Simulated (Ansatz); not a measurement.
The end point of a relaxation of MgO. Method: PBEsol (plane waves to 420 eV, PAW, scalar-relativistic; Ansatz, a program for electronic structure).

```xyz
4
Lattice="2.9290 0.0000 0.0000 -1.4645 2.5366 0.0000 0.0000 0.0000 5.1127" Properties=species:S:1:pos:R:3 pbc="T T T"
Mg     0.0000     0.0000     2.5564
Mg     0.0000     0.0000     0.0000
O      0.0000     1.6910     3.8345
O      1.4645     0.8455     1.2782
```

Q: Determine the symmetry and give the standard cell with its independent sites.

A: Space group P6₃/mmc (No. 194); a = b = 2.929 Å, c = 5.113 Å, α = β = 90.00°, γ = 120.00°

```
atom  site  symmetry       x       y       z
----  ----  --------  ------  ------  ------
Mg      2a      -3m.  0.0000  0.0000  0.0000
O       2d      -6m2  0.6667  0.3333  0.2500
```

This is the NiAs type.

Q: Give the shortest distances between elements (the closest pairs, up to four, under 3.6 Å).

A: Mg–O 2.12 Å; Mg–Mg 2.56 Å; O–O 2.93 Å.

```json
{
 "volume_per_atom": "9.50 Å³",
 "band_gap": "4.27 eV, direct at Γ (no spin-orbit coupling)"
}
```

No spin polarisation in the result.

The run could not lose the symmetry of its start.

All atoms sit on sites fixed by symmetry, so only the cell could relax.

The first start was generated by placing the elements on the sites of a structure type. Materials Project lists a structure of MgO in the same space group, P6₃/mmc (No. 194); the sites were not compared with it, nor with measured phases. Known forms of MgO include space group No. 225.
